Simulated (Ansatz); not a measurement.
**Profile along the Ir–Ir line in Ir (fcc, Cu type)**

Ir (fcc, Cu type), conventional cell a = b = c = 3.871 Å, α = β = γ = 90.00°. The calculation uses the primitive cell of 1 atom, to which meshes and values per cell refer.

Fields along a shortest Ir–Ir line of a {100} plane (2.74 Å), from Ir to Ir, interpolated on the slice's grid (step about 0.1 Å). Computed with PBE (plane waves to 420 eV, PAW, scalar-relativistic; Ansatz, a quantum-chemistry and plane-wave program). k mesh 21×21×21. Near the nuclei the fields are pseudised (PAW); where an atom keeps semicore shells as valence, they peak there. Ir is run without spin polarisation. Ir was relaxed with its symmetry unable to fall. Spin-orbit coupling is left out, though Ir is heavy.

| distance from Ir (Å) | valence electron density (e/Å³) | electron localisation function |
|---|---|---|
| 0.00 | 8.93 | x |
| 0.14 | 9.00 | x |
| 0.27 | 8.82 | x |
| 0.41 | 7.71 | x |
| 0.55 | 5.68 | 0.67 |
| 0.69 | 3.47 | 0.60 |
| 0.82 | 1.81 | 0.46 |
| 0.96 | 0.96 | 0.33 |
| 1.10 | 0.61 | 0.29 |
| 1.23 | 0.47 | 0.33 |
| 1.37 | 0.43 | 0.36 |
| 1.51 | 0.47 | 0.33 |
| 1.64 | 0.61 | 0.29 |
| 1.78 | 0.96 | 0.33 |
| 1.92 | 1.81 | 0.46 |
| 2.06 | 3.47 | 0.60 |
| 2.19 | 5.68 | 0.67 |
| 2.33 | 7.71 | x |
| 2.47 | 8.82 | x |
| 2.60 | 9.00 | x |
| 2.74 | 8.93 | x |

x: too close to a nucleus for the ELF to mean much.

Density on the Ir–Ir line (2.74 Å) at its midpoint: 0.43 e/Å³. ELF at that point: 0.36.
